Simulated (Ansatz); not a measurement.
Input and command of a plane-wave DFT calculation in Ansatz:

```yaml
crystal:
  lattice:
    - [0.0, 3.89416666, 3.89416666]
    - [3.89416666, 0.0, 3.89416666]
    - [3.89416666, 3.89416666, 0.0]
  atoms:
    - { symbol: Tl, position: [0.0, 0.0, 0.0] }
    - { symbol: Tl, position: [0.25, 0.25, 0.25] }
    - { symbol: Mo, position: [0.625, 0.625, 0.625] }
    - { symbol: Mo, position: [0.125, 0.625, 0.625] }
    - { symbol: Mo, position: [0.625, 0.625, 0.125] }
    - { symbol: Mo, position: [0.625, 0.125, 0.625] }
basis:
  ecutwfc: 420
kpoints:
  mp_grid: { grid: [4, 4, 4] }
hamiltonian:
  xc: pbe
scf:
  occupations: { method: gaussian, width: 0.1 }
  lower_state_search: "off"
output:
  forces: true
  stress: true
  eigenvalues: true
```

```bash
ansatz run input.yaml --threads 1 --pin off --max-ram 2560MiB --backend cpu --events-out ev --progress --plain --runs-dir out
```

Processor: Intel(R) Xeon(R) 6975P-C (Granite Rapids), 1 thread, on a host shared with other jobs.

**Question.** How long does it run, and how much memory does it take?

**Answer.** About 1.3 s on 1 thread of Intel(R) Xeon(R) 6975P-C (Granite Rapids), on a shared host, peak memory 0.41 GiB. It solves 50 bands at 8 k points (the mesh reduced by the symmetry that the task leaves, which can be less than the crystal's) with about 2277 plane waves, in 6 SCF iterations.
